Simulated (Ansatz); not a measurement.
# TiO₂ — coordination and 17O quadrupole coupling

Cell: an entry of the Crystallography Open Database (COD) whose atoms were relaxed with PBE, the cell held.

```cif
data_TiO2
_symmetry_space_group_name_H-M 'Pbca'
_symmetry_Int_Tables_number 61
_cell_length_a 5.1450
_cell_length_b 9.1850
_cell_length_c 5.4470
_cell_angle_alpha 90.000
_cell_angle_beta 90.000
_cell_angle_gamma 90.000
loop_
_atom_site_label
_atom_site_type_symbol
_atom_site_symmetry_multiplicity
_atom_site_Wyckoff_symbol
_atom_site_fract_x
_atom_site_fract_y
_atom_site_fract_z
Ti Ti 8 c 0.1386 0.1290 0.9056
O9 O 8 c 0.4646 0.2299 0.8912
O17 O 8 c 0.8160 0.0098 0.8506
```

One atom of each set is listed.

Level of theory: DFT, PBE, plane waves and PAW, scalar-relativistic, 420 eV cutoff, Γ-centred 5×3×5 k-points, Fermi–Dirac smearing 0.02 eV (Ansatz 0.2.0).

Q(17O) = -25.58 mb.

(1) Rank these O sites by |C_Q|, smallest first.
A. O17: 3 Ti at 1.86–2.01 Å
B. O9: 3 Ti at 1.92–2.07 Å

## Answers

(1) A (1.23 MHz, η = 0.86), B (1.48 MHz, η = 0.84).

Like point charges on the first shell alone (each adding as 1/d³) would put O17 above O9: the covalent part of each bond and the atoms beyond the first shell count as well.

At this cell the principal stresses reach 5 GPa in size with PBE, which can matter for small gradients.
